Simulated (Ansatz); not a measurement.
SrAlGeH:
```xyz
4
Lattice="4.2399 0.0000 0.0000 -2.1199 3.6718 0.0000 0.0000 0.0000 4.9909" Properties=species:S:1:pos:R:3 pbc="T T T"
Sr     0.0000     2.4479     0.0010
Al     0.0000     0.0000     2.2841
Ge     2.1199     1.2239     2.7961
H      0.0000     0.0000     0.5545
```

Relaxed with r²SCAN. Independent-particle spectrum: no excitons, no local fields, no scissors shift; 0.1 eV broadening; ε₁ of the summed bands alone.

Question: Tabulate the dielectric function from DFT-r²SCAN in the program Ansatz with PAW potentials.

Answer: 

```csv
E (eV),ε₁ xx,ε₂ xx,ε₁ zz,ε₂ zz
0.0,12.42,0.00,10.00,0.00
0.4,12.61,0.00,10.14,0.00
0.8,13.21,0.00,10.60,0.00
1.2,14.48,0.00,11.62,0.00
1.6,17.59,0.88,14.78,1.51
2.0,20.25,2.61,14.37,4.61
2.4,28.50,11.24,13.35,7.50
2.8,19.68,26.73,13.36,8.39
3.2,4.58,26.88,12.61,14.88
3.6,-5.98,20.38,4.10,15.03
4.0,-4.90,12.88,1.06,12.60
4.4,-6.06,10.84,0.40,12.10
4.8,-4.21,7.48,-0.17,7.38
5.2,-4.63,6.72,-0.20,8.70
5.6,-4.45,5.93,-0.54,8.46
6.0,-4.20,3.59,-3.56,8.09
6.4,-3.17,2.77,-4.11,5.58
6.8,-2.14,2.43,-3.47,3.50
7.2,-1.98,2.48,-2.45,2.91
7.6,-1.50,2.34,-1.70,2.92
8.0,-1.76,2.18,-2.05,3.03
8.4,-1.70,1.80,-2.17,2.27
8.8,-1.41,1.41,-1.57,1.53
9.2,-1.02,1.46,-1.39,1.51
9.6,-0.70,1.41,-1.14,1.13
10.0,-1.12,1.28,-0.80,1.34
10.4,-0.84,0.99,-0.85,1.03
10.8,-0.73,0.72,-0.70,0.99
11.2,-0.51,0.68,-0.71,0.88
11.6,-0.40,0.55,-0.63,0.63
12.0,-0.20,0.55,-0.44,0.55
```

Question: From ε at 3.5 eV (xx: -4.27 + 23.48i), find n, k, the normal reflectivity and the absorption coefficient.

Answer: n = 3.13, k = 3.751, R = 60 %, α = 2kE/ħc = 1300000 cm⁻¹.

With all bands, ε∞ without local fields is 12.5 (xx = yy), 10.0 (zz).

Space group P3m1. The first step of the workflow began from a Materials Project structure, measured or hypothetical; the Crystallography Open Database copy checked does not list it. Its standing as an ambient phase is unchecked. Symmetry was held in the r²SCAN relaxation; whether a distortion lowers the energy is not shown. Scalar-relativistic: spin–orbit coupling is off unless named, which matters more the heavier the elements.

Potentials: the later of the program's two PAW sets.
